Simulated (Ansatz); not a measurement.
Ba (diamond, space group No. 227) under volume change, PBE (plane waves, PAW; program Ansatz), scaled uniformly.

```json
[
 {"V (Å³/atom)": "51.426", "E − E(relaxed) (meV/atom)": "15.5", "P (GPa)": "1.12"},
 {"V (Å³/atom)": "53.122", "E − E(relaxed) (meV/atom)": "6.3", "P (GPa)": "0.65"},
 {"V (Å³/atom)": "54.817", "E − E(relaxed) (meV/atom)": "___", "P (GPa)": "___"},
 {"V (Å³/atom)": "56.513", "E − E(relaxed) (meV/atom)": "0.0", "P (GPa)": "0.00"},
 {"V (Å³/atom)": "58.208", "E − E(relaxed) (meV/atom)": "1.2", "P (GPa)": "-0.22"},
 {"V (Å³/atom)": "59.903", "E − E(relaxed) (meV/atom)": "___", "P (GPa)": "___"},
 {"V (Å³/atom)": "61.599", "E − E(relaxed) (meV/atom)": "9.4", "P (GPa)": "-0.52"}
]
```

**Question.** Complete the blanks.

**Answer.** 
- 59.903, E − E(relaxed) (meV/atom): 4.5
- 59.903, P (GPa): -0.39
- 54.817, E − E(relaxed) (meV/atom): 1.5
- 54.817, P (GPa): 0.28

**Question.** What does a third-order Birch–Murnaghan fit give for V₀, B₀ and B′?

**Answer.** V₀ = 56.51 Å³/atom, B₀ = 8.4 GPa, B′ = 7.5.

Space group Fd-3m (diamond). The start of the workflow was typed in or built on a structure type; neither database checked (COD, Materials Project) lists it. It is not the phase usual at ambient conditions (space group No. 229). The cell was relaxed with PBE under the symmetry of its start; its stability against distortions is not shown here. The volume moved by -44 % from the start of the relaxation. Scalar-relativistic: spin–orbit coupling is off unless named, which matters more the heavier the elements.

Potentials: the later of the program's two PAW sets.
